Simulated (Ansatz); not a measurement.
## Is this Na2HF structure stable?

It was reached by relaxing an invented guess, and it needn't be the stable form of this composition.

Computed with DFT PBE, scalar-relativistic, plane waves, PAW in Ansatz 0.2.0. Cutoff 420 eV, Γ-centred 9×9×4 mesh (4-atom cell), Gaussian smearing of 0.02 eV, no spin polarisation.

Space group P-6m2 (No. 187). a = 3.293 Å, b = 3.293 Å, c = 5.781 Å, α = 90.00°, β = 90.00°, γ = 120.00°
```
atom  site  symmetry       x       y       z
  Na    2i       3m. 0.6667  0.3333  0.2538
   H    1a      -6m2  0.0000  0.0000  0.0000
   F    1d      -6m2  0.3333  0.6667  0.5000
```

The zero of energy is the elements' standard structures at the same level (F₂, H₂ as molecules); no fitted shifts are applied.

Problem. These tests were run: energy against the elements; random kick, then relaxation without symmetry; phonons on a 3×3×1 q mesh; elastic tensor. What do they show?

Solution.

```csv
test,result
energy against the elements,−1.405 eV/atom
"random kick, then relaxation without symmetry",returns
phonons on a 3×3×1 q mesh,no imaginary mode on the mesh
elastic tensor,least eigenvalue 11 GPa
```

It fails none of these tests. Whether a mixture of other phases lies lower isn't tested here.

With hydrogen, zero-point motion can shift formation energies by some tens of meV/atom. The kick test ran on a coarse mesh. The run for the phonons used a 9×9×4 k mesh. The run for the elastic tensor used a 9×9×4 k mesh.
